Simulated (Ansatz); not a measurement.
Be:
```xyz
2
Lattice="2.2618 0.0000 0.0000 -1.1309 1.9588 0.0000 0.0000 0.0000 3.5692" Properties=species:S:1:pos:R:3 pbc="T T T"
Be     0.0000     1.3058     2.6769
Be     1.1309     0.6529     0.8923
```

Relaxed with r²SCAN.

Task: List the phonon frequencies at the special points (DFPT on a 6×6×4 q-mesh, Fourier-interpolated; r²SCAN (plane waves, PAW; program Ansatz)).

Result: In cm⁻¹.

```json
[
 {"q": "Γ", "frequencies": "0 0 0 470 470 710"},
 {"q": "M", "frequencies": "413 440 594 599 621 628"},
 {"q": "K", "frequencies": "518 518 521 521 564 666"},
 {"q": "A", "frequencies": "366 366 366 366 513 513"},
 {"q": "L", "frequencies": "507 507 531 531 672 672"},
 {"q": "H", "frequencies": "434 434 613 613 665 665"}
]
```

Space group P6_3/mmc (hcp (Mg type)). The r²SCAN relaxation kept the symmetry of its start; phonons on a q-mesh show no instability. As this level gives no gap, phonon frequencies hold no LO–TO term and depend on the k-mesh and smearing (Fermi–Dirac, 0.1 eV here).

Potentials: the later of the program's two PAW sets.
